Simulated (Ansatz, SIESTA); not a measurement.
# One calculation of Ti3Se, 3 ways

```
Se Ti
1.0
     3.19745    0.00000    0.00000
    -1.59872    2.76907    0.00000
     0.00000    0.00000    7.94275
Se Ti
1 3
Cartesian
  0.0000 0.0000 0.0000
  1.5987 0.9230 3.9714
  0.0000 1.8460 6.1390
  0.0000 1.8460 1.8038
```

The cell comes from a database or a generator and needn't be the stable form of this composition.

Alike in all runs: task band structure; functional PBE; k mesh 10 × 10 × 4; occupations fermi-dirac, width 0.05 eV; no spin polarisation; no spin-orbit coupling. Pressure is positive in compression and, in plane waves, holds the error of the finite cutoff, which Ansatz's Pulay term estimates and takes out.

| program and potentials | plane-wave cutoff (eV) | notes | pressure (GPa) |
| --- | --- | --- | --- |
| Ansatz, Ansatz PAW | 420 | - | 0.14 |
| SIESTA, files PseudoDojo sr-pbe-0.4.1-standard, DZP (energy shift 0.003 Ry; two zetas on semicore shells) | - | atomic basis | 1.77 |
| Ansatz, all-electron LAPW, scalar-relativistic | - | - | ? |

Problem. Estimate from the other rows what the run with Ansatz, all-electron LAPW, scalar-relativistic gave.

Solution. Pressure 0.13 GPa. The other rows, which needn't bracket it: pressure 0.14 to 1.77.
